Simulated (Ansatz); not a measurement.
Property card for AlRu₂C

AlRu2C:
```
CELL_PARAMETERS angstrom
      2.86334     0.00000     0.00000
     -1.43167     2.47972     0.00000
      0.00000     0.00000    13.32906
ATOMIC_POSITIONS crystal
  Al 0.66667 0.33333 0.25000
  Al 0.33333 0.66667 0.75000
  Ru 0.33333 0.66667 0.40442
  Ru 0.66667 0.33333 0.59558
  Ru 0.66667 0.33333 0.90442
  Ru 0.33333 0.66667 0.09558
  C  0.00000 0.00000 0.50000
  C  0.00000 0.00000 0.00000
```

Space group P6_3/mmc (No. 194); conventional cell a = b = 2.863 Å, c = 13.329 Å, α = β = 90.00°, γ = 120.00°.

Method: PBEsol in the plane-wave PAW code Ansatz. The cell and atoms are relaxed at this level. Other levels are named where they apply.

Cell and energy:

```json
{
 "volume_per_atom": "11.83 Å³",
 "density": "8.46 g/cm³",
 "Formation energy from the elements (no fitted shifts)": "0.036 eV/atom"
}
```

Electronic structure:

```json
{
 "electronic_character": "metallic (no gap)",
 "Density of states at the Fermi level": "0.70 states/eV per atom (mean over ±0.08 eV)"
}
```

Mechanics:

```json
{
  "Elastic constants (relaxed ions, GPa)": "C11 = 305, C12 = 151, C13 = 197, C33 = 450, C44 = 69.9",
  "mechanical_stability": "stable (all eigenvalues of C positive)",
  "hill_bulk_and_shear_moduli": "232 and 76.9 GPa",
  "Young's modulus": "208 GPa",
  "Poisson's ratio": "0.35",
  "debye_temperature_from_the_elastic_constants": "443 K"
}
```

The start of the workflow was typed in or built on a structure type; neither database checked (COD, Materials Project) lists it. Whether it is the stable phase at ambient conditions was not checked. The PBEsol relaxation kept the symmetry of its start; its stability against distortions is not shown here. No spin polarisation was allowed. As this level gives no gap, shear constants depend on the k-mesh and smearing (Fermi–Dirac, 0.1 eV here). On the denser mesh and wider smearing of the elastic run this cell carries a stress of 0.4 GPa. The references are the lowest solids computed at this level, not always the standard phases. Scalar-relativistic: spin–orbit coupling is off unless named, which matters more the heavier the elements.

Potentials: the later of the program's two PAW sets.
